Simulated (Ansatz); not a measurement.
GaNi: zone-centre modes under pressure

GaNi, Pm-3m, a = 2.842 Å. The structure is a COD entry; whether it is the stable form wasn't checked. Ansatz: LDA, PAW, 420 eV, Γ-centred 14×14×14 mesh on 2 atoms, Fermi-Dirac smearing 0.15 eV; no spin polarisation. Cell and atoms are relaxed at each pressure with the symmetry kept; optical modes at Γ by linear response, in cm⁻¹, the highest.

| P (GPa) | V (Å³/atom) | ω1 |
| --- | --- | --- |
| 0 | 11.481 | 217.8 |
| 5 | 11.202 | 231.6 |
| 15 | 10.740 | ? |

**Question.** Get the mode's Grüneisen parameter γ = −d ln ω/d ln V from the other rows and predict the missing frequency.

**Answer.** ln(V/V0) = 0.0000, -0.0246, -0.0667; a line through ln(ω/ω0) of the 2 known rows gives ω1: γ = 2.497, predicted 257.3, computed 255.4. The miss is 0.7 %, or 5 % of the shift under pressure, so a constant γ serves at that level. In a metal these frequencies hang on the mesh and smearing.

Spin polarisation was left out, and a magnetic state may lie lower. The mesh isn't the same in all rows (14×14×14, 16×16×16).